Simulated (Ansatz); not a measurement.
A run on Ta4O that went wrong

The input below was meant for crystalline Ta4O, with PBEsol, plane waves and PAW in Ansatz.

```yaml
crystal:
  lattice:
    - [3.257497, 0.0, 0.0]
    - [0.0, 3.257497, 0.0]
    - [0.0, 0.0, 7.409341]
  atoms:
    - { symbol: Ta, position: [-0.0431069379, 0.0532490306, 0.499716278] }
    - { symbol: Ta, position: [0.4864811606, 0.5229431957, 0.7463814684] }
    - { symbol: Ta, position: [0.5029277173, 0.4542939758, 0.2198485165] }
    - { symbol: Ta, position: [-0.0690684858, -0.0513193979, 0.0028443373] }
    - { symbol: O, position: [0.5037087513, 0.4583335547, 0.464647465] }
basis:
  ecutwfc: 420
kpoints:
  mp_grid: { grid: [6, 6, 4] }
hamiltonian:
  xc: pbesol
scf:
  occupations: { method: gaussian, width: 0.1 }
output:
  forces: true
  stress: true
  eigenvalues: true
relax:
  adjacent_minimum: "off"
  f_tol: 0.005
  max_steps: 2
  cell: { stress_tol: 0.05 }
```

Command:

```bash
ansatz run input.yaml --threads 1 --pin off --max-ram 2560MiB --backend cpu --events-out ev --progress --plain --runs-dir out
```

The program printed (HF is the Harris–Foulkes energy, dr2 the density residual in eV):

```text
Space group: P1 (ITA 1), of the structure as read, at distance tolerance 4.3e-5 Å
k-points: 76 of 144 (time reversal used)
PAW frozen core: Ta, regenerated for the run's functional, and the local potential with it (the file was generated under x = pbe(κ = 0.804, μ = 0.2195), c = pbe(β = 0.0667))
PAW frozen core: O, regenerated for the run's functional, and the local potential with it (the file was generated under x = pbe(κ = 0.804, μ = 0.2195), c = pbe(β = 0.0667))
Initial density: superposition of atomic densities, corrected by the library's trained network
SCF iter   1: HF=-39785.773942 eV  Δρ=1.57e-2  dr2=2.43e-1
SCF iter   2: HF=-39785.736865 eV  Δρ=4.35e-3  dr2=1.88e-2
SCF iter   3: HF=-39785.734463 eV  Δρ=2.38e-3  dr2=6.69e-3
SCF iter   4: HF=-39785.733064 eV  Δρ=3.38e-4  dr2=2.53e-4
   ...
SCF 1 converged in 8 iterations: F = -39785.733102 eV  dr2 = 1.09e-8
relax step   1: F+E_penalty+E_count = -39785.73310186 eV  Δ(F+E_penalty+E_count) = +0.000e0 eV  max|allowed force component| = 5.478e0 eV/Å  Δτ_max = 0.0000 Å  P = +6.274 GPa  Ω = 78.623 Å³  (8 SCF iters, dr2 threshold 1.00e-7 eV, accepted)
Crystal: 5 atoms, lattice volume = 77.170 Å³
Basis set: ecut = 420 eV, 1519 PW (Γ), exchange–correlation on 48×48×100 points (8 copies of the dense FFT grid, shifted against one another)
Initial density: handed on by an earlier stage of this run
SCF iter  10: HF=-39787.034260 eV  Δρ=5.89e-7  dr2=4.65e-10
SCF iter  11: HF=-39787.034260 eV  Δρ=2.46e-7  dr2=1.45e-10
SCF iter  12: F=-39787.034260 eV  HF=-39787.034260 eV  Δρ=5.52e-8  dr2=3.55e-12
SCF 2 converged in 12 iterations: F = -39787.034260 eV  dr2 = 3.55e-12
relax step   2: F+E_penalty+E_count = -39787.03426000 eV  Δ(F+E_penalty+E_count) = -1.301e0 eV  max|allowed force component| = 2.542e0 eV/Å  Δτ_max = 0.1949 Å  P = +0.658 GPa  Ω = 77.170 Å³  energy of the carried Pulay correction = +1.832e-3 eV  (12 SCF iters, accepted)
Step failed. What follows is not a result of the run: it is the report of the last solve that finished, which converged after 12 SCF iterations.
Free energy (F): -39787.034260 eV
E sigma→0 (E₀):  -39787.028532 eV
Entropy (-TS):   -0.011455 eV (-2.291 meV/atom)
Fermi energy:    18.947766 eV
--- Forces (eV/Å), atoms counted from 1 ---
  atom   1  Ta     0.26855079    -1.18593374    -0.40286621
  atom   2  Ta     0.29128952    -0.38708748     0.37379926
  atom   3  Ta     0.13028058     0.49235137    -2.33802272
  atom   4  Ta    -0.40995683     0.51274511    -0.17489885
  atom   5  O     -0.28016407     0.56792525     2.54200021
--- Stress (GPa, compression-positive) ---
       -0.483047      -2.065670       0.721780
       -2.065670      -1.682188       0.397531
        0.721780       0.397531       3.528849
  P = ⅓ Tr σ = 0.4545 GPa (4.545 kbar)
```

Question: Which fault does the input hold?
A. A relaxation cut at too few steps
B. Starting moments far too small
C. Lattice vectors converted from bohr twice
D. Fixed occupations on a metal
E. Starting moments without spin polarisation

Answer: A. Forces or stress still stood over their tolerances at the last step allowed. The cure is more steps.

Mended input, as a difference:

```diff
 relax:
-  max_steps: 2
+  max_steps: 100
```

With the mended input the run converges and gives no gap, a pressure of 0.00 GPa.

Time of the mended run: 3.4 min on 1 thread of Arm Neoverse V1, with other jobs on the host, peak memory 0.42 GiB.